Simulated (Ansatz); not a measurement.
CaB$_{2}$C$_{2}$ in space group I4/mcm (No. 140; Ca on 4a, B on 8h, C on 8h) at seven volumes, HSE06 (plane waves, PAW; program Ansatz), shape and atoms relaxed at each. One row is withheld.

```
V (Å³/atom)  P (GPa)
-----------  -------
9.613          12.06
9.930           7.51
10.247             ?
10.564          0.00
10.881         -3.09
11.198         -5.81
11.515         -8.17
```

Question: Fit the shown pressures and predict the withheld one.

Answer: Third-order Birch–Murnaghan: P = (3/2)B₀(x^(7/2) − x^(5/2))[1 + (3/4)(B′ − 4)(x − 1)] with x = (V₀/V)^(2/3). Least squares on the six rows gives V₀ = 10.564 Å³/atom, B₀ = 109.6 GPa, B′ = 3.32. At V = 10.247, x = 1.0205 and P = 3.51 GPa. The run itself gave 3.54 GPa.

The first step of the workflow began from a Materials Project structure, measured or hypothetical; the Crystallography Open Database copy checked does not list it. With B and C taken as one species the cell has the higher symmetry P4/mmm, so it may be an ordered model of a mixed-site phase. Its standing as an ambient phase is unchecked. Symmetry was held in the HSE06 relaxation; its stability against distortions is not shown here.

Potentials: the later of the program's two PAW sets.
